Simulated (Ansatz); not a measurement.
## Sc3TlB in Ansatz, relaxation

The input file (Ansatz 0.2.0, plane waves):

```yaml
crystal:
  lattice:
    - [4.590796, 0.0, 0.0]
    - [0.0, 4.590796, 0.0]
    - [0.0, 0.0, 4.590796]
  atoms:
    - { symbol: Tl, position: [0.0, 0.0, 0.0] }
    - { symbol: Sc, position: [0.0, 0.5, 0.5] }
    - { symbol: Sc, position: [0.5, 0.0, 0.5] }
    - { symbol: Sc, position: [0.5, 0.5, 0.0] }
    - { symbol: B, position: [0.5, 0.5, 0.5] }
  symmetry: { tolerance: 0.0003 }
kpoints:
  mp_grid: { grid: [7, 7, 7], shift: [0, 0, 0] }
magnetization:
  spin_polarized: false
scf:
  occupations: { method: fermi_dirac }
  lower_state_search: "off"
hamiltonian:
  pseudopotentials: { kind: paw }
  xc: r2scan
basis:
  ecutwfc: 500
  fft_grid_basis: typed
relax:
  max_steps: 80
  cell: { p_target: 0.0 }
  f_tol: 0.03
output:
  forces: true
  stress: true
  eigenvalues: true
  bader: true
  populations: true
  elf: true
  write_potential: true
  volumetric_format: npy
  dos:
    e_range: [-12, 8]
    de: 0.05
    projected: { site_lists: { B: [B], Sc: [Sc], Tl: [Tl] } }
  write_density: true
checkpoint:
  read: saved_state
```

Run with:

```bash
ansatz run input.yaml --threads 2 --pin off --max-ram 3584MiB --backend cpu --events-out ev --progress --plain --runs-dir out
```

Origin of the cell: a database entry, scaled a little.

The smearing width isn't typed, so it takes its default of 0.1 eV.

The saved state is a converged single point of the same cell.

Output (shortened):

```
Pseudopotentials: kind: paw
Pseudopotential: Tl, paw, valence charge 13, recommended cutoff 500 eV (meta_gga), Tl.paw.azcp
Pseudopotential: Sc, paw, valence charge 11, recommended cutoff 500 eV (meta_gga), Sc.paw.azcp
Pseudopotential: B, paw, valence charge 3, recommended cutoff 500 eV (meta_gga), B.paw.azcp
Functional definition: r2SCAN
  exchange = r2scan_x(k0 = k0, k1 = k1, a1 = a1)
  correlation = r2scan_c
Crystal: 5 atoms, lattice volume = 96.753 Å³
Basis set: ecut = 500 eV, 2517 PW (Γ), exchange–correlation on 144×144×144 points (64 copies of the dense FFT grid, shifted against one another)
Bands: 30, of which v1, the nominal top of the filled ones, is band 25 counted from 1 (24 counted from 0)
Symmetry: 48 space group operations
[… 12 lines left out …]
Initial density: read from a saved state, or passed on in memory by an earlier SCF of this step, an earlier step, the calling program or the single point that the run made first
Functional: x = r2scan, c = r2scan; τ floored in thin density (d = 2e-4 eV/Å³)
SCF iter   1: F=-18039.146062 eV  HF=-18039.143976 eV  Δρ=7.82e-4  dr2=9.65e-4  dr2_τ=1.04e-3
SCF iter   2: F=-18039.146580 eV  HF=-18039.146615 eV  Δρ=4.46e-4  dr2=3.11e-4  dr2_τ=1.41e-5
SCF iter   3: F=-18039.146722 eV  HF=-18039.146713 eV  Δρ=1.06e-4  dr2=1.41e-5  dr2_τ=7.74e-7
SCF iter   4: F=-18039.146724 eV  HF=-18039.146723 eV  Δρ=3.41e-5  dr2=1.15e-6  dr2_τ=7.34e-8
SCF iter   5: F=-18039.146724 eV  HF=-18039.146724 eV  Δρ=1.10e-5  dr2=1.93e-7  dr2_τ=7.26e-9
SCF iter   6: F=-18039.146724 eV  HF=-18039.146724 eV  Δρ=4.41e-6  dr2=2.46e-8  dr2_τ=9.80e-10
relax step   1: F+E_penalty+E_count = -18039.146724 eV  Δ(F+E_penalty+E_count) = +0.000e0 eV  max|allowed force component| = 0.0 eV/Å  Δτ_max = 0.0000 Å  P = +4.975 GPa  Ω = 96.753 Å³  (6 SCF […]
relax step   2: F+E_penalty+E_count = -18039.205800 eV  Δ(F+E_penalty+E_count) = -5.908e-2 eV  max|allowed force component| = 0.0 eV/Å  Δτ_max = 0.0000 Å  P = -2.108 GPa  Ω = 105.014 Å³  ener […]
relax step   3: F+E_penalty+E_count = -18039.225504 eV  Δ(F+E_penalty+E_count) = -1.970e-2 eV  max|allowed force component| = 0.0 eV/Å  Δτ_max = 0.0000 Å  P = -0.171 GPa  Ω = 102.412 Å³  ener […]
relax step   4: F+E_penalty+E_count = -18039.225694 eV  Δ(F+E_penalty+E_count) = -1.906e-4 eV  max|allowed force component| = 0.0 eV/Å  Δτ_max = 0.0000 Å  P = +0.006 GPa  Ω = 102.189 Å³  ener […]
relax step   5: F+E_penalty+E_count = -18039.227773 eV  Δ(F+E_penalty+E_count) = -2.079e-3 eV  max|allowed force component| = 0.0 eV/Å  Δτ_max = 0.0000 Å  P = +0.018 GPa  Ω = 102.189 Å³  stress off target by 1.78e-2 GPa […]
SCF 5 converged in 6 iterations: F = -18039.227773 eV  dr2 = 9.94e-12
basis re-selected at this cell: Δ(F+E_penalty+E_count) = -2.079e-3 eV, ΔP = +0.012 GPa vs the last step (what re-selecting the basis moved, of the pressure what is left beyond the Pulay corre […]
SCF converged after 6 iterations
Free energy (F): -18039.227773 eV
Harris-Foulkes:  -18039.227773 eV  (|F-HF|=0.00e0)
Internal energy: -18039.106791 eV  (E = F + TS)
E sigma→0 (E₀):  -18039.167282 eV
Entropy (-TS):   -0.120982 eV (-24.196 meV/atom)
Fermi energy:    9.914815 eV
--- Per-component energies (eV) ---
  E_band       = -490.358491
  E_kinetic    = 1167.215301
  E_local      = -3303.575053  (includes V_loc(G=0)·N_el)
  E_nonlocal   = 570.513048
  E_hartree    = 1153.902598
  E_xc         = -550.756381
  E_vxc        = -623.925921  (∫ρ·V_xc dr)
  E_paw        = -13166.285432  (= ΣΔE_a)
  E_vpaw       = -650.652955  (= ΣTr[D̂ρ^β])
  E_aug_tail   = 0.000029  (compensation charges beyond the density's cutoff)
  E_vtau       = 42.261917  (kinetic-family band-sum trace: ∫τ·v_τ [+ j·A + Jᵃ·Aᵃ] dr)
  E_ewald      = -3910.426745
  E_core_change = 0.305843  (= ΣΔE_core)
  E_smearing   = -0.120982  (= −TS)
  Σ components = -18039.227773   (vs F -18039.227773, Δ=0.00e0)
--- Forces (eV/Å), atoms counted from 1 ---
  atom   1  Tl     0.000000    -0.000000    -0.000000
  atom   2  Sc    -0.000000     0.000000    -0.000000
  atom   3  Sc     0.000000    -0.000000     0.000000
  atom   4  Sc     0.000000     0.000000    -0.000000
  atom   5  B      0.000000     0.000000     0.000000
  max |Σ_I F_I| component: 0.0 eV/Å
--- Stress (GPa, compression-positive) ---
        0.017782       0.000000      -0.000000
        0.000000       0.017782       0.000000
       -0.000000       0.000000       0.017782
  P = ⅓ Tr σ = 0.0178 GPa (0.178 kbar)
--- Relaxed structure (4 steps of the walk, 4 accepted, 1 SCFs on fresh bases) ---
  F+E_penalty+E_count = -18039.227773 eV   max|allowed force component| = 0.0 eV/Å   (the final SCF, on the basis selected at the relaxed cell)
  cell:  # Å, volume = 102.1887 Å³
    - [4.675209, 0.0, 0.0]
    - [0.0, 4.675209, 0.0]
    - [0.0, 0.0, 4.675209]
  atoms:
    - { symbol: Tl, position: [0.0, 0.0, 0.0] }
    - { symbol: Sc, position: [0.0, 0.5, 0.5] }
    - { symbol: Sc, position: [0.5, 0.0, 0.5] }
    - { symbol: Sc, position: [0.5, 0.5, 0.0] }
    - { symbol: B, position: [0.5, 0.5, 0.5] }
--- Löwdin populations: 5 sites ---
  site symbol       q [e]
     0     Tl     14.3016
     1     Sc     10.1162
     2     Sc     10.1162
     3     Sc     10.1162
     4      B      4.1879
  spilling = 0.003303 (of n_electrons = 49.000000)
--- Bader charges: 5 sites ---
  site symbol  charge [e]  shift [e]
     0     Tl     -2.1007     0.0000
     1     Sc      1.5270     0.0001
     2     Sc      1.5270     0.0001
     3     Sc      1.5270     0.0001
     4      B     -2.4804     0.0003
  estimated error of the sums over rays = 7.0e-4 e
```

Before:

Space group Pm-3m (No. 221); the run's cell has a = 4.591 Å, b = 4.591 Å, c = 4.591 Å, α = 90.00°, β = 90.00°, γ = 90.00°. Shortest distances: B–Sc 2.30 Å, Sc–Tl 3.25 Å, Sc–Sc 3.25 Å.

After:

Space group Pm-3m (No. 221); the run's cell has a = 4.675 Å, b = 4.675 Å, c = 4.675 Å, α = 90.00°, β = 90.00°, γ = 90.00°. Shortest distances: B–Sc 2.34 Å, Sc–Tl 3.31 Å, Sc–Sc 3.31 Å.

```yaml
Free_energy_lowered_by: 16.2 meV/atom
Volume_change: 5.62 %
Final_pressure: 0.02 GPa
Relaxation_steps_listed: 5
```

Caveats: no moments, though an odd count or open d shells may carry them; no spin-orbit coupling, though heavy elements are present; the relaxation held the start's symmetry, so the end may be a saddle point.

Time: 35 s on 2 threads of Intel(R) Xeon(R) Platinum 8488C (Sapphire Rapids), with other jobs on the host, peak memory 0.77 GiB, from a saved density.
